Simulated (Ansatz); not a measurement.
KZnF3 (cubic perovskite)

```
CELL_PARAMETERS angstrom
      4.05234     0.00000     0.00000
      0.00000     4.05234     0.00000
      0.00000     0.00000     4.05234
ATOMIC_POSITIONS crystal
  K  0.00000 0.00000 0.00000
  Zn 0.50000 0.50000 0.50000
  F  0.00000 0.50000 0.50000
  F  0.50000 0.00000 0.50000
  F  0.50000 0.50000 0.00000
```

In this cell atom 1 (K, nearest neighbour F at 2.865 Å; its periodic images, 4.1 Å or more away, move with it) is moved by s along Cartesian [111], unit vector (0.577, 0.577, 0.577); all other atoms and the cell stay fixed.

Calculation: PBEsol (plane waves to 420 eV, PAW, scalar-relativistic; Ansatz, a program for electronic structure). k mesh 7×7×7 (Γ-centred), Fermi-Dirac smearing 0.05 eV. E stands for the smeared free energy. KZnF3 was relaxed with its symmetry unable to fall. The zero of ΔE is the undisplaced structure.

| s (Å) | ΔE (meV/cell) |
|---|---|
| -0.290 | 72.7 |
| -0.232 | 44.7 |
| -0.174 | 24.3 |
| -0.116 | withheld |
| -0.058 | 2.6 |
| 0.000 | 0.0 |
| 0.058 | 2.6 |
| 0.116 | withheld |
| 0.174 | 24.3 |
| 0.232 | 44.7 |
| 0.290 | 72.7 |

Q: Fit an even polynomial form (powers 2, 4) to the given rows and predict ΔE at s = -0.116.

A: Least squares on the 9 given rows: ΔE = (768.9)·s² + (1137)·s⁴, in meV/cell with s in Å; root-mean-square residual 0.01 meV/cell. At -0.116 the fit gives 10.6 meV/cell; the calculation gives 10.6 meV/cell, the same to the digits shown. The quadratic term alone would give 10.3 meV/cell.

(For displaced atoms, the force is minus the slope of the energy, and its curvature is a force constant, which sets phonon frequencies.)
